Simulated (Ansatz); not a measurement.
Values for one crystal, relaxed and computed with plane-wave PAW r²SCAN (Ansatz code); other levels are named.

| Quantity | Result |
|---|---|
| Volume per atom | 22.60 Å³ |
| Band gap | 2.08 eV (indirect) |
| Valence-band maximum | on the Γ–X line, 38 % of the way from Γ |
| Formation energy from the elements (no fitted shifts) | -0.99 eV/atom |
| Conduction-band minimum | on the Γ–R line, 50 % of the way from Γ (8 equivalent valleys) |
| Smallest direct gap on the standard path | 2.18 eV |

Question: Pick the material that matches.
(A) ZnSe2, Pa-3 (Zn on 4a, Se on 8c)
(B) GaCuSe2, chalcopyrite
(C) RbGdSe2, R-3m (Rb on 3a, Gd on 3b, Se on 6c)
(D) MgSe2, Pa-3 (Mg on 4a, Se on 8c)

Answer: D, MgSe2, Pa-3 (Mg on 4a, Se on 8c)

The first step of the workflow began from a Materials Project structure, measured or hypothetical; the Crystallography Open Database copy checked does not list it. Whether it is the stable phase at ambient conditions was not checked. The cell was relaxed with r²SCAN under the symmetry of its start; its stability against distortions is not shown here. The references are the lowest solids computed at this level, not always the standard phases. Scalar-relativistic: spin–orbit coupling is off unless named, which matters more the heavier the elements.

Potentials: the later of the program's two PAW sets.
